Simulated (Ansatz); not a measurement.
Relaxed-ion elastic tensor of GePd (CsCl type, Pm-3m) in GPa (Voigt order), r²SCAN in the plane-wave PAW code Ansatz; density 9.60 g/cm³, 15.49 Å³ per atom.

```
 156   126   126   0.0   0.0   0.0
 126   156   126   0.0   0.0   0.0
 126   126   156   0.0   0.0   0.0
 0.0   0.0   0.0  19.3   0.0   0.0
 0.0   0.0   0.0   0.0  19.3   0.0
 0.0   0.0   0.0   0.0   0.0  19.3
```

**Question.** Is the crystal mechanically stable?

**Answer.** Yes: the smallest eigenvalue of C is 19.3 GPa.

**Question.** Work out the Voigt, Reuss and Hill averages.

**Answer.** K_V = 136, K_R = 136, K_H = 136; G_V = 17.6, G_R = 17.3, G_H = 17.4 GPa.

**Question.** Give Young's modulus, Poisson's ratio, Pugh's ratio and the universal anisotropy index.

**Answer.** E = 9KG/(3K + G) = 50.1 GPa; ν = 0.44; K/G = 7.78 (ductile by the Pugh limit of 1.75); A_U = 5G_V/G_R + K_V/K_R − 6 = 0.08.

**Question.** Estimate the sound speeds and the Debye temperature.

**Answer.** v_l = √((K + 4G/3)/ρ) = 4070 m/s, v_t = √(G/ρ) = 1350 m/s, mean 1530 m/s; Θ = (h/k)(3n/4πV)^(1/3) v_m = 183 K.

**Question.** Give the Zener ratio and Young's modulus along [100], [110] and [111].

**Answer.** A = 2C44/(C11 − C12) = 1.29; 1/E = S11 − 2(S11 − S12 − S44/2)Γ with Γ = 0, 1/4, 1/3 gives 43.4, 51.7, 55.2 GPa.

A made-up cell: these elements were put on the sites of a structure type; neither database checked (COD, Materials Project) lists it. COD files the formula under space group No. 62, so this cell is another polymorph or a model. Its standing as an ambient phase is unchecked. Symmetry was held in the r²SCAN relaxation; whether a distortion lowers the energy is not shown. No spin polarisation was allowed. As this level gives no gap, shear constants depend on the k-mesh and smearing (Fermi–Dirac, 0.1 eV here).

Potentials: the later of the program's two PAW sets.
